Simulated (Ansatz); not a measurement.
A generated cell, not matched to a known phase here, of GaSe: F-43m (No. 216), cF8, zinc blende type; a = b = c = 6.0693 Å, α = β = γ = 90.00°; Se 4d (0.750, 0.750, 0.750); Ga 4a (0.000, 0.000, 0.000). Calculation: PBEsol (plane waves to 420 eV, PAW, scalar-relativistic; Ansatz, a program for electronic structure). Element references, the lowest calculated here: Se (P3₁21), Ga (Cmce).

Total energies (eV/atom, σ → 0; comparable only within this code, potentials and settings):

```json
[
 {"phase": "GaSe (F-43m)", "E (eV/atom)": "-4583.863"},
 {"phase": "Se (P3₁21)", "E (eV/atom)": "-5424.207"},
 {"phase": "Ga (Cmce)", "E (eV/atom)": "-3743.203"},
 {"phase": "Ga2Se3 (Cc)", "E (eV/atom)": "-4752.365"}
]
```

Task: What is the formation energy of this F-43m form of GaSe from the elements?

Result: E_f = -4583.863 − [1 × (-3743.203) + 1 × (-5424.207)] / 2 = -0.16 eV/atom (-0.3 eV per formula unit).

Task: How does this cell stand against the other phases calculated?

Result: It lies 0.31 eV/atom above their hull: GaSe → 0.33 Ga + 0.33 Ga2Se3 (Ga2Se3 Cc, Ga Cmce) releases that much. A lower structure of this composition may exist. Known forms of GaSe include space group No. 194.

This is the hull of the energies calculated here, no anion corrections; phases that were not calculated are missing from it. Values are rounded to 0.01 eV/atom. Not shown to be the ambient phase of their composition (a lower form may be missing, and a cell relaxed within its start's symmetry can be a saddle point): GaSe (F-43m). The compounds carry no spin polarisation.
